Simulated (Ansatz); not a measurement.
# Relaxing a structure of Mg

The start is a relaxed Mg cell displaced along its unstable phonon at q = (½, ½, 0) of its primitive reciprocal cell (103i cm⁻¹), largest move 0.15 Å. A full variable-cell relaxation at zero pressure is run with PBEsol (plane waves to 420 eV, PAW, scalar-relativistic; Ansatz, a quantum-chemistry and plane-wave program). The first steps use a coarse 8×8×8 k-mesh.

Starting cell:
```yaml
crystal:
  lattice:
    - [0.00000, 6.78214, 6.78214]
    - [3.39107, 3.39107, 6.78214]
    - [3.39107, 3.39107, 0.00000]
  atoms:
    - { symbol: Mg, position: [0.97324, 0.77676, 0.73381] }
    - { symbol: Mg, position: [0.52676, 0.72324, 0.76619] }
    - { symbol: Mg, position: [0.02676, 0.47324, 0.48381] }
    - { symbol: Mg, position: [0.47324, 0.52676, 0.51619] }
```

| Quantity | Result |
|---|---|
| Largest initial force | 0.14 eV/Å, on Mg1, Mg2, Mg3, Mg4 (atoms numbered as listed) |
| Energy released | 0.81 eV/atom |
| Volume change | -41.8 %, from 39.00 to 22.68 Å³/atom |
| Shortest distances (start → end) | The closest pairs of elements (up to four, under 3.6 Å), start → end: Mg–Mg 2.94 → 3.18 Å |
| Band gap at the end | zero (metallic) |
| Optimiser moves | 20 |

Final values are on a 18×18×18 k-mesh of the relaxed cell. No spin polarisation in the result.

The run could not lose the symmetry of its start: the end is stationary, and may be a saddle point rather than a minimum.

The relaxed structure here is a generated cell of Mg: the first start was made by placing the elements on the sites of a structure type, and the end was not matched to a known phase here, so it may be hypothetical. Known forms of Mg include space group No. 194.
